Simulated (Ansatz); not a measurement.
Data:

TiNF:
Space group I4₁md (No. 109); a = b = 3.853 Å, c = 9.899 Å, α = β = γ = 90.00°

| atom | site | symmetry | x | y | z |
|---|---|---|---|---|---|
| Ti | 4a | 2mm. | 0.0000 | 0.0000 | 0.5984 |
| N | 4a | 2mm. | 0.0000 | 0.0000 | 0.4172 |
| F | 4a | 2mm. | 0.0000 | 0.0000 | 0.8594 |
(The calculation used a cell of 6 atoms; values per cell refer to that cell.)

This is the PBEsol-relaxed structure.

All from PBEsol in the plane-wave PAW code Ansatz, unless another level is named. Estimate the Born charges (a third of the trace).

Ti +4.89, N -3.19, F -1.70 e.

What about the electronic dielectric constant ε∞ (DFPT)?

6.15 (xx = yy), 7.49 (zz).

Space group I4_1md. The workflow started from a Materials Project entry (that database holds measured and hypothetical structures alike); the Crystallography Open Database copy checked does not list it. Its standing as an ambient phase is unchecked. The PBEsol relaxation kept the symmetry of its start; whether a distortion lowers the energy is not shown. No spin polarisation was allowed.

Potentials: the later of the program's two PAW sets.
